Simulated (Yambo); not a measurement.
BSE-type run in Yambo on WS₂ (space group R3m, No. 160), at zero momentum.

Quantum ESPRESSO step (PBEsol, PseudoDojo standard norm-conserving files, fully relativistic):
```
&CONTROL
  calculation = 'nscf'
  pseudo_dir = './pseudo'
  outdir = './out'
/
&SYSTEM
  ibrav = 0
  nat = 3
  ntyp = 2
  ecutwfc = 74.0
  ecutrho = 296.0
  occupations = 'fixed'
  force_symmorphic = .true.
  nbnd = 72
  noncolin = .true.
  lspinorb = .true.
/
&ELECTRONS
  conv_thr = 3.0000000000000004e-09
  diago_full_acc = .true.
  diago_thr_init = 1e-08
/
ATOMIC_SPECIES
S 32.0600 S.upf
W 183.8400 W.upf
CELL_PARAMETERS angstrom
  1.592435146000   0.919392860000   6.489800000000
 -1.592435146000   0.919392860000   6.489800000000
  0.000000000000  -1.838785720000   6.489800000000
ATOMIC_POSITIONS crystal
S   0.585887000000   0.585887000000   0.585887000000
S   0.746080000000   0.746080000000   0.746080000000
W   0.999330000000   0.999330000000   0.999330000000
K_POINTS automatic
6 6 6 0 0 0
```

Yambo input:
```
rim_cut
optics
bse
bss
dipoles
em1s
RandQpts= 1000000
RandGvec= 1 Ry
FFTGvecs= 40 Ry
Chimod= "HARTREE"
BSKmod= "SEX"
BSEmod= "resonant"
BSSmod= "hs"
BSENGexx= 15 Ry
BSENGBlk= 4 Ry
% KfnQP_E
 0.606 | 1.0 | 1.0 |
%
% BSEQptR
 1 | 1 |
%
% BSEBands
 19 | 34 |
%
% BEnRange
 0.0 | 7.1 | eV
%
% BDmRange
 0.15 | 0.15 | eV
%
BEnSteps= 142
% BLongDir
 0.0 | 0.0 | 1.0 |
%
BSHayTrs= -0.02
BSSNEig= 48
WRbsWF
% BndsRnXs
 5 | 68 |
%
NGsBlkXs= 4 Ry
% LongDrXs
 1.0 | 1.0 | 1.0 |
%
```

From the report:

The dimension is k points × valence × conduction bands = 216 × 8 × 8 = 13824.
```
  [SLEPC] Approach                          : Krylov-Schur
  [SLEPC] Number of requested eigenvalues   :   48
  [SLEPC] Number of eigenvalues        [NEV]:   48
   [K] Dimension                                    :  13824
   [K] Bands                                        :   19   34
   [K] Exchange res                                 : yes
   [K] Correlation res                              : yes
   [K] W interaction is bare                        : no
   [K] RL vectors exchange                          :   387
   [K] RL vectors correlation                       :   45
   [W] Matrix size                                  :   45
   [W] Bands                                        :    5   68
   [W] Coulomb Cutoff                               : none
   [W] Hxc Kernel                                   : HARTREE
```
Lowest eigenvalues (eV; in brackets the number of states within 2 meV): 1.70 (2), 1.75 (2), 1.98 (4), 2.01 (4), 2.10 (4), 2.12 (4). They depend on the mesh, which isn't converged, and on the G0W0 scissor.

Geometry of the Materials Project entry, not relaxed at this level.

This is not the ordinary phase of the substance.

The distance between layers or molecules is the database entry's, not relaxed here. Functionals without dispersion can leave it too large, which widens gaps and weakens the response across layers: the numbers belong to this cell.
